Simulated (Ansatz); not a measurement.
Yb (hcp): energy against volume

These are results of Ansatz, DFT, r2SCAN, plane waves (500 eV) with PAW, scalar-relativistic, not measurements. The PAW files were generated under PBE, with cores re-solved for the functional.

The cell is scaled uniformly from the relaxed one, with fractional coordinates and shape fixed. Energies are extrapolated to zero smearing, pressures are those at the given smearing. Magnetic state: spin not included.

A Birch-Murnaghan fit gives V₀ = 34.88 Å³/atom, B₀ = 18.6 GPa, B₀′ = 3.5.

Problem. What are the energy above the minimum and the pressure at 30.918 Å³/atom?

Solution. 31.2 meV/atom and 2.91 GPa as computed.

Problem. What are the energy above the minimum and the pressure at 32.324 Å³/atom?

Solution. 12.1 meV/atom and 1.74 GPa as computed.

Problem. What are the energy above the minimum and the pressure at 39.350 Å³/atom?

Solution. 27.6 meV/atom and -1.77 GPa as computed.
